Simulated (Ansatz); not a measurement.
Input file for Ansatz (a program for electronic structure):

Ansatz 0.2 input:
```yaml
crystal:
  lattice:
    - [0.0, 4.3383728477, 4.3383728477]
    - [4.3383728477, 0.0, 4.3383728477]
    - [4.3383728477, 4.3383728477, 0.0]
  atoms:
    - { symbol: Rb, position: [0.25, 0.25, 0.25] }
    - { symbol: Rb, position: [0.75, 0.75, 0.75] }
    - { symbol: Ag, position: [0.5, 0.5, 0.5] }
    - { symbol: Rh, position: [0.0, 0.0, 0.0] }
    - { symbol: F, position: [0.2297454171, 0.2297454171, 0.7702545829] }
    - { symbol: F, position: [0.7702545829, 0.7702545829, 0.2297454171] }
    - { symbol: F, position: [0.7702545829, 0.2297454171, 0.2297454171] }
    - { symbol: F, position: [0.2297454171, 0.7702545829, 0.7702545829] }
    - { symbol: F, position: [0.2297454171, 0.7702545829, 0.2297454171] }
    - { symbol: F, position: [0.7702545829, 0.2297454171, 0.7702545829] }
kpoints:
  mp_grid: { grid: [5, 5, 5] }
hamiltonian:
  xc: r2scan
  pseudopotentials: { kind: paw }
scf:
  occupations: { method: fixed }
output:
  optics: { e_range: [0.0, 15.0], de: 0.05, sigma: 0.1, bands: { spectra_wanted_up_to: 12 eV } }
```

Output (shortened):

```
output.optics: the spectra are integrated over the Brillouin zone by k·p interpolation around the k-points, where levels, occupations, output.optics.sigma and …
Pseudopotential: Rb, paw, valence charge 9
Pseudopotential: Ag, paw, valence charge 19
Pseudopotential: Rh, paw, valence charge 17
Pseudopotential: F, paw, valence charge 7
Functional definition: r2SCAN
Crystal: 10 atoms, lattice volume = 163.309 Å³
Basis set: ecut = 500 eV, 4111 PW (Γ), exchange–correlation on 180×180×180 points (64 copies of the dense FFT grid, shifted against one another)
Bands: 58, of which v1, the nominal top of the filled ones, is band 48 counted from 1 (47 counted from 0)
Symmetry: 48 space group operations
Space group: Fm-3m (ITA 225), of the structure as read, at distance tolerance 5.5e-5 Å
k-points: 10 of 125
SCF iter   1: F=—  HF=-25438.893668 eV  |F-HF|=—  |Δ(HF+E_count)|=         —  Δρ=1.38e-2  dr2=2.80e-1  dr2_τ=3.79e-1  ethr=1.77e-3  ⟨swp⟩=5.0  Hψ=1876  notcnv=0  defer=79
preconditioner: auto → Resta (q_TF=auto, 2.497 Å⁻¹)
SCF iter   2: F=—  HF=-25439.000050 eV  |F-HF|=—  |Δ(HF+E_count)|=   1.06e-1  Δρ=5.63e-3  dr2=2.22e-2  dr2_τ=1.17e-2  ethr=2.92e-4  ⟨swp⟩=2.8  Hψ=1043  notcnv=0  defer=79
SCF iter   3: F=—  HF=-25438.997906 eV  |F-HF|=—  |Δ(HF+E_count)|=   2.14e-3  Δρ=2.90e-3  dr2=5.91e-3  dr2_τ=8.59e-4  ethr=2.31e-5  ⟨swp⟩=2.0  Hψ=1002  notcnv=0  defer=80
SCF iter   4: F=—  HF=-25438.997376 eV  |F-HF|=—  |Δ(HF+E_count)|=   5.30e-4  Δρ=6.05e-4  dr2=3.17e-4  dr2_τ=5.40e-5  ethr=6.15e-6  ⟨swp⟩=2.2  Hψ=822  notcnv=0  defer=80
SCF iter   5: F=—  HF=-25438.997357 eV  |F-HF|=—  |Δ(HF+E_count)|=   1.89e-5  Δρ=1.45e-4  dr2=3.05e-5  dr2_τ=2.92e-6  ethr=3.30e-7  ⟨swp⟩=2.0  Hψ=818  notcnv=0  defer=80
SCF iter   6: F=—  HF=-25438.997353 eV  |F-HF|=—  |Δ(HF+E_count)|=   4.03e-6  Δρ=4.01e-5  dr2=3.49e-6  dr2_τ=4.84e-7  ethr=3.17e-8  ⟨swp⟩=2.0  Hψ=1012  notcnv=0  defer=67
SCF iter   7: F=—  HF=-25438.997143 eV  |F-HF|=—  |Δ(HF+E_count)|=   2.10e-4  Δρ=9.97e-6  dr2=1.52e-7  dr2_τ=2.22e-8  ethr=3.63e-9  ⟨swp⟩=2.0  Hψ=882  notcnv=0  defer=43
SCF iter   8: F=—  HF=-25438.997143 eV  |F-HF|=—  |Δ(HF+E_count)|=   8.31e-8  Δρ=5.66e-6  dr2=4.25e-8  dr2_τ=4.07e-9  ethr=1.58e-10  ⟨swp⟩=2.0  Hψ=933  notcnv=0  defer=43
SCF iter  11: F=-25438.997143 eV  HF=-25438.997143 eV  |F-HF|=3.64e-12  |Δ(HF+E_count)|=  2.55e-11  Δρ=2.32e-8  dr2=1.05e-12  dr2_τ=9.89e-14  ethr=1.00e-12  ⟨swp⟩=12.1  Hψ=2533  notcnv=0
SCF 1 converged in 11 iterations: F = -25438.997143 eV  dr2 = 1.05e-12
NSCF: frozen V_eff on 10 k-points
Optics k sum: 0 of 10 k-points
Optics k sum: 1 of 10 k-points
Optics k sum: 2 of 10 k-points
Optics k sum: 3 of 10 k-points
Optics k sum: 4 of 10 k-points
Optics k sum: 5 of 10 k-points
Optics k sum: 6 of 10 k-points
Optics k sum: 7 of 10 k-points
Optics k sum: 8 of 10 k-points
Optics k sum: 9 of 10 k-points
Optics k sum: 10 of 10 k-points
Optics k sum: 0 of 10 k-points
Optics k sum: 1 of 10 k-points
Optics k sum: 2 of 10 k-points
Optics k sum: 3 of 10 k-points
Optics k sum: 4 of 10 k-points
Optics k sum: 5 of 10 k-points
Optics k sum: 6 of 10 k-points
Optics k sum: 7 of 10 k-points
Optics k sum: 8 of 10 k-points
Optics k sum: 9 of 10 k-points
Optics k sum: 10 of 10 k-points
NSCF: frozen V_eff on 1 k-points
NSCF: frozen V_eff on 1 k-points
NSCF: frozen V_eff on 1 k-points
NSCF: frozen V_eff on 1 k-points
output.optics: what the bands over the 91 summed would add to eps1, eps2 and the energy-loss function is held between a lower and an upper bound (10 Lanczos …
SCF converged after 11 iterations
Free energy (F): -25438.997143 eV
Harris-Foulkes:  -25438.997143 eV  (|F-HF|=3.64e-12)
Internal energy: -25438.997143 eV  (E = F + TS)
E sigma→0 (E₀):  -25438.997143 eV
Fermi energy:    5.838526 eV
--- Per-component energies (eV) ---
  E_band       = -1071.037291
  E_kinetic    = 2733.532779
  E_local      = -11084.409897  (includes V_loc(G=0)·N_el)
  E_nonlocal   = 1225.743082
  E_hartree    = 4358.307824
  E_xc         = -1117.344650
  E_vxc        = -1569.977637  (∫ρ·V_xc dr)
  E_paw        = -14018.431449  (= ΣΔE_a)
  E_vpaw       = -1198.932695  (= ΣTr[D̂ρ^β])
  E_aug_tail   = 0.007167  (compensation charges beyond the density's cutoff)
  E_vtau       = 106.384341  (kinetic-family band-sum trace: ∫τ·v_τ [+ j·A + Jᵃ·Aᵃ] dr)
  E_ewald      = -7535.040525
  E_core_change = -1.361474  (= ΣΔE_core)
  E_smearing   =  0.000000  (= −TS)
  E_closure    =  0.000000  (closes the sum)
  Σ components = -25438.997143   (vs F -25438.997143, Δ=0.00e0)
  [band-id]    e_kinetic+e_local+e_nonlocal+2·e_hartree+e_vxc+e_vpaw+e_augmentation_tail+e_vtau = -1071.037213   (vs E_band -1071.037291, Δ=7.76e-5)
--- Band table (eV; the first three rows and the last of 10) ---
  k-point 0: bands = ["-85.6784", "-74.4957", "-48.3847", "-48.3847", "-48.3847", "-41.5832", "-41.5832", "-41.5832", "-20.2114", "-20.1364", "-18.1213", "-17.8713", "-17.8713", "-17.7815", "-17.7815", "-17.7815", "-3.9643", "-3.9643", "-3.9643", "-3.7236", …
  k-point 1: bands = ["-85.6784", "-74.4958", "-48.3847", "-48.3847", "-48.3847", "-41.5832", "-41.5832", "-41.5832", "-20.2003", "-20.1400", "-18.1179", "-17.8743", "-17.8743", "-17.7997", "-17.7789", "-17.7789", "-3.9268", "-3.9268", "-3.8857", "-3.7310", …
  k-point 2: bands = ["-85.6784", "-74.4958", "-48.3847", "-48.3847", "-48.3847", "-41.5832", "-41.5832", "-41.5832", "-20.1755", "-20.1526", "-18.1106", "-17.8789", "-17.8789", "-17.8310", "-17.7752", "-17.7752", "-3.8432", "-3.8432", "-3.7655", "-3.7655", …
  k-point 9: bands = ["-85.6784", "-74.4958", "-48.3847", "-48.3847", "-48.3847", "-41.5832", "-41.5832", "-41.5832", "-20.1660", "-20.1542", "-18.1176", "-17.9211", "-17.8753", "-17.7943", "-17.7808", "-17.7749", "-3.8327", "-3.7944", "-3.7907", "-3.7250", …
```

Cost: very roughly 3 core-minutes on shared cores.

The workflow started from a Materials Project entry (that database holds measured and hypothetical structures alike); the Crystallography Open Database copy checked does not list it. Whether it is the stable phase at ambient conditions was not checked. Symmetry was held in the r²SCAN relaxation; its stability against distortions is not shown here. No spin polarisation was allowed. Spin–orbit coupling is left out wherever it is not named.

Potentials: the later of the program's two PAW sets.

Ansatz is a plane-wave DFT program.
